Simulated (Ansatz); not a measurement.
Starting cell, HfO2 (fluorite):

```
HfO2
1.0
    0.00000     5.09760     5.09760
    2.54880     0.00000     2.54880
    2.54880     2.54880     0.00000
Hf O
2 4
Direct
  0.00000   0.00000   0.00000
  0.50000   0.00000   0.00000
  0.12500   0.25000   0.25000
  0.62500   0.25000   0.25000
  0.37500   0.75000   0.75000
  0.87500   0.75000   0.75000
```

In this cell atom 5 (O, nearest neighbour Hf at 2.207 Å; its periodic images, 3.6 Å or more away, move with it) is moved by s along Cartesian [111], unit vector (0.577, 0.577, 0.577); all other atoms and the cell stay fixed.

Method: PBE (plane waves to 420 eV, PAW, scalar-relativistic; Ansatz, an electronic-structure program). k mesh 9×9×9 (Γ-centred), Fermi-Dirac smearing 0.05 eV. E stands for the smeared free energy. Left out: 2 of 11 points, with atoms too close for the PAW data. HfO2 is run without spin polarisation. HfO2 was relaxed with its symmetry unable to fall. Spin-orbit coupling is left out, though Hf is heavy. This is a high-temperature form of HfO2. ΔE is measured from the undisplaced structure.

Successive frames, forces in eV/Å:

```
frame         ΔE (meV/cell)                  F on Hf1                 F on Hf2                   F on O3                   F on O4                   F on O5                  F on O6
------------  -------------  ------------------------  -----------------------  ------------------------  ------------------------  ------------------------  -----------------------
s = 0.132 Å             112   (0.176, -0.050, -0.050)    (0.159, 0.373, 0.373)     (0.250, 0.191, 0.191)     (0.401, 0.462, 0.462)  (-0.969, -1.085, -1.085)   (-0.016, 0.108, 0.108)
s = 0.000 Å               0     (0.000, 0.000, 0.000)    (0.000, 0.000, 0.000)     (0.000, 0.000, 0.000)     (0.000, 0.000, 0.000)     (0.000, 0.000, 0.000)    (0.000, 0.000, 0.000)
s = -0.132 Å             88  (-0.097, -0.002, -0.002)  (0.027, -0.077, -0.077)  (-0.160, -0.205, -0.205)  (-0.432, -0.384, -0.384)     (0.653, 0.770, 0.770)  (0.009, -0.102, -0.102)
s = -0.264 Å            319  (-0.128, -0.036, -0.036)    (0.136, 0.010, 0.010)  (-0.235, -0.417, -0.417)  (-0.883, -0.692, -0.692)     (1.099, 1.332, 1.332)  (0.011, -0.198, -0.198)
```

**Question.** What are the energy and the forces in the next frame, s = -0.396 Å?

**Answer.** ΔE (meV/cell) = 651.

| atom | Fx | Fy | Fz |
|---|---|---|---|
| Hf1 | -0.116 | -0.083 | -0.083 |
| Hf2 | 0.274 | 0.169 | 0.169 |
| O3 | -0.224 | -0.623 | -0.623 |
| O4 | -1.343 | -0.921 | -0.921 |
| O5 | 1.400 | 1.745 | 1.745 |
| O6 | 0.010 | -0.287 | -0.287 |

(For displaced atoms, the force is minus the slope of the energy, and its curvature is a force constant, which sets phonon frequencies.)
